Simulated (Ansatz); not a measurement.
Zincblende alloy of GaAs and GaSb (28 of 32 As sites exchanged), 64 atoms

Ansatz, PAW, plane waves. PBEsol relaxation of volume and atoms (shape held) at the single k point (¼, ¼, ¼) without its symmetry partners; single points on the relaxed atoms at the single k point (¼, ¼, ¼) without its symmetry partners, onto which points of the small cell's zone fold. Arrangement: random. No spin–orbit coupling unless named.

Relaxed structure:

```cif
data_structure
_symmetry_space_group_name_H-M 'P 1'
_symmetry_Int_Tables_number 1
_cell_length_a 12.1066
_cell_length_b 12.1066
_cell_length_c 12.1066
_cell_angle_alpha 90.000
_cell_angle_beta 90.000
_cell_angle_gamma 90.000
_cell_volume 1774.47
loop_
_atom_site_label
_atom_site_type_symbol
_atom_site_fract_x
_atom_site_fract_y
_atom_site_fract_z
_atom_site_occupancy
Ga1 Ga 0.99858 0.99914 0.00003 1
Ga2 Ga 0.00737 0.00731 0.50760 1
Ga3 Ga 0.00668 0.49205 0.99291 1
Ga4 Ga 0.99891 0.49968 0.49870 1
Ga5 Ga 0.49761 0.99969 0.00050 1
Ga6 Ga 0.49932 0.99891 0.49903 1
Ga7 Ga 0.50568 0.50673 0.00677 1
Ga8 Ga 0.49140 0.50514 0.49355 1
Ga9 Ga 0.24444 0.25827 0.99429 1
Ga10 Ga 0.24315 0.24448 0.50715 1
Ga11 Ga 0.24939 0.75095 0.99842 1
Ga12 Ga 0.25773 0.74238 0.49354 1
Ga13 Ga 0.75060 0.25030 0.99871 1
Ga14 Ga 0.74914 0.25265 0.49995 1
Ga15 Ga 0.74304 0.74199 0.00793 1
Ga16 Ga 0.75046 0.75163 0.49982 1
Ga17 Ga 0.25067 0.99933 0.24931 1
Ga18 Ga 0.24346 0.00602 0.74253 1
Ga19 Ga 0.25665 0.50542 0.25686 1
Ga20 Ga 0.24394 0.49339 0.75682 1
Ga21 Ga 0.75055 0.99871 0.25120 1
Ga22 Ga 0.75079 0.99977 0.75162 1
Ga23 Ga 0.74416 0.50652 0.24270 1
Ga24 Ga 0.74985 0.49938 0.74873 1
Ga25 Ga 0.99957 0.25211 0.24947 1
Ga26 Ga 0.01175 0.24981 0.75001 1
Ga27 Ga 0.00032 0.74999 0.25004 1
Ga28 Ga 0.99986 0.74955 0.74985 1
Ga29 Ga 0.49741 0.24940 0.25006 1
Ga30 Ga 0.49935 0.25188 0.74994 1
Ga31 Ga 0.49973 0.73773 0.24982 1
Ga32 Ga 0.49790 0.75019 0.74979 1
Sb1 Sb 0.12504 0.12681 0.12322 1
Sb2 Sb 0.12665 0.62280 0.12464 1
Sb3 Sb 0.12665 0.62289 0.62461 1
Sb4 Sb 0.62503 0.12499 0.12519 1
Sb5 Sb 0.62472 0.12484 0.62518 1
Sb6 Sb 0.62256 0.62470 0.62253 1
Sb7 Sb 0.37496 0.37830 0.12518 1
Sb8 Sb 0.37121 0.37550 0.62484 1
Sb9 Sb 0.37596 0.87067 0.12654 1
Sb10 Sb 0.37223 0.87497 0.62328 1
Sb11 Sb 0.87451 0.37713 0.12276 1
Sb12 Sb 0.87854 0.37343 0.62663 1
Sb13 Sb 0.87321 0.87258 0.12459 1
Sb14 Sb 0.87694 0.87696 0.62510 1
Sb15 Sb 0.37195 0.12517 0.37733 1
Sb16 Sb 0.37120 0.12663 0.87332 1
Sb17 Sb 0.37467 0.62306 0.87633 1
Sb18 Sb 0.87673 0.12589 0.37723 1
Sb19 Sb 0.87834 0.12687 0.87340 1
Sb20 Sb 0.87297 0.62495 0.37321 1
Sb21 Sb 0.87475 0.62301 0.87688 1
Sb22 Sb 0.12682 0.37487 0.37651 1
Sb23 Sb 0.12710 0.87466 0.37758 1
Sb24 Sb 0.12461 0.87721 0.87258 1
Sb25 Sb 0.62235 0.37870 0.37219 1
Sb26 Sb 0.62447 0.37744 0.87670 1
Sb27 Sb 0.62249 0.87170 0.37283 1
Sb28 Sb 0.62455 0.87256 0.87741 1
As1 As 0.12526 0.12742 0.62724 1
As2 As 0.62240 0.62454 0.12717 1
As3 As 0.37666 0.62479 0.37254 1
As4 As 0.12480 0.37274 0.87270 1
```

Problem. What are the mean bond lengths by pair (pairs within 1.2 times the sum of covalent radii, less contacts 15 % beyond the pair's median; cation–cation pairs of compounds aside; long ionic contacts are cut short by that bound)?

Solution. As–Ga 2.494 ± 0.011 Å (standard deviation, 16 bonds); Ga–Sb 2.641 ± 0.013 Å (standard deviation, 112 bonds).

Problem. What gap lies between the top filled and the lowest empty level in the single points?

Solution. r²SCAN 1.07 eV (33 s on NVIDIA H100). Away from Γ this isn't the crystal's band gap.
